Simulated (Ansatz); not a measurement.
**Cu: from a starting cell to a relaxed one**

The start is a relaxed Cu cell deformed by the Cartesian strain tensor (xx, yy, zz, yz, xz, xy) = (0.191, -0.030, 0.046, 0.159, -0.052, 0.102). A full variable-cell relaxation at zero pressure is run with PBE (plane waves to 420 eV, PAW, scalar-relativistic; Ansatz, a first-principles code). First-step values are on the input's coarse k-mesh.

Ansatz input (later rounds restart from its end on a renewed k-mesh):
Ansatz 0.2 input:
```yaml
crystal:
  lattice:
    - [0.0916274421, 2.0493702147, 2.187264979]
    - [2.0675142626, 0.4744668536, 1.8044255675]
    - [2.3460253985, 1.9450419391, 0.1959557177]
  atoms:
    - { symbol: Cu, position: [0, 0, 0] }
basis: { ecutwfc: 420, ecutrho_ratio: 4, xc_grid: 2, fft_grid_basis: typed }
kpoints: { mp_grid: { grid: [14, 18, 15] } }
hamiltonian:
  xc: pbe
  dispersion: none
  pseudopotentials: { azcp: { folder: ./paw }, kind: paw }
scf: { occupations: { method: fermi_dirac, width: 0.05 } }
relax: { f_tol: 0.01, max_steps: 100, cell: { stress_tol: 0.02 } }
output: { forces: true, stress: true }
```

Task: By how much does the energy per atom fall from start to end?

Result: 0.54 eV/atom.

Task: How does the volume change?

Result: -14.0 %, from 13.89 to 11.94 Å³/atom.

Task: Is the relaxed structure metallic? Give its gap.

Result: No gap (metallic).

It ends as:

```cif
data_Cu4
_chemical_formula_sum 'Cu4'
_space_group_name_H-M_alt 'Fm-3m'
_space_group_IT_number 225
_space_group_name_Hall '-F 4 2 3'
_cell_length_a 3.62861
_cell_length_b 3.62861
_cell_length_c 3.62861
_cell_angle_alpha 90.000
_cell_angle_beta 90.000
_cell_angle_gamma 90.000
loop_
_atom_site_label
_atom_site_type_symbol
_atom_site_symmetry_multiplicity
_atom_site_Wyckoff_symbol
_atom_site_fract_x
_atom_site_fract_y
_atom_site_fract_z
_atom_site_occupancy
Cu1 Cu 4 a 0.00000 0.00000 0.00000 1
```
(The calculation used a cell of 1 atom; values per cell refer to that cell.)

Final values are on a 22×22×22 k-mesh of the relaxed cell. No spin polarisation in the result.

The run could not lose the symmetry of its start.
